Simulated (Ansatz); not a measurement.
Ni3C in space group R-3c (No. 167; Ni on 18e, C on 6b), the program Ansatz at the PBEsol level (PAW), all energies at zero smearing, with the estimated change up to a 700 eV cutoff added, with one set of potentials and settings (totals compare only within such a set). Cell of 8 atoms (6 Ni, 2 C): -35323.127 eV.

```
element                             reference phase  E (eV/atom)
-------  ------------------------------------------  -----------
Ni       Fm-3m, 1 atoms in the cell, spin-polarised   -5804.9762
C                     P6_3/mmc, 4 atoms in the cell    -246.6950
```

Formation energy per atom, worked out: (-35323.127 − 6×(-5804.9762) − 2×(-246.6950))/8 = 0.015 eV/atom (1 kJ per mol of atoms), at 0 K, without zero-point energy or fitted corrections.

The first step of the workflow began from a Materials Project structure, measured or hypothetical; the Crystallography Open Database files this formula in space group No. 167, but the cells were not matched. Its standing as an ambient phase is unchecked. Symmetry was held in the PBEsol relaxation; its stability against distortions is not shown here. The run is not spin-polarised. The references are the lowest solids computed at this level, not always the standard phases.

Potentials: the later of the program's two PAW sets.
